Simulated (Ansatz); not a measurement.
MgF2 (CdI2 type, space group No. 164), LDA (plane waves, PAW; program Ansatz). The conduction-band minimum lies at Γ, with 1 equivalent valley. Second derivatives d²E/dk² of the lowest band at one valley (eV·Å²), along Cartesian directions:

| direction | d²E/dk² |
|---|---|
| [100] | 14.55 |
| [010] | 14.55 |
| [001] | 13.24 |
| [110] | 14.55 |
| [101] | 13.90 |
| [011] | 13.90 |

### Question
Find the principal effective masses, the density-of-states mass and the conductivity mass.

### Answer
Off-diagonal terms follow from H_xy = H[110] − (H_xx + H_yy)/2, and m*/mₑ = 7.620 eV·Å² over each eigenvalue: 0.52, 0.52, 0.58. One valley's DOS mass (m₁m₂m₃)^(1/3) = 0.54, conductivity mass 3/(Σ 1/mᵢ) = 0.54 mₑ.

### Question
What effective density of states Nc follows at 300 K for parabolic valleys?

### Answer
Nc = 2.509e19 × 1 × (0.54)^(3/2) ≈ 1.0e19 cm⁻³.

Space group P-3m1 (CdI2 type). The start of the workflow was typed in or built on a structure type; neither database checked (COD, Materials Project) lists it. It is not the phase usual at ambient conditions (space group No. 136). The LDA relaxation kept the symmetry of its start; its stability against distortions is not shown here. A crystal of weakly bound layers computed without a dispersion correction: the cell and the soft elastic constants depend strongly on that.

Potentials: the earlier of the program's two PAW sets. The files were generated under PBE; for other functionals the program regenerates the frozen cores, and for LDA and PBEsol the local potential too.

Edges and masses are those of Kohn–Sham bands, whose gap is no quasiparticle gap.
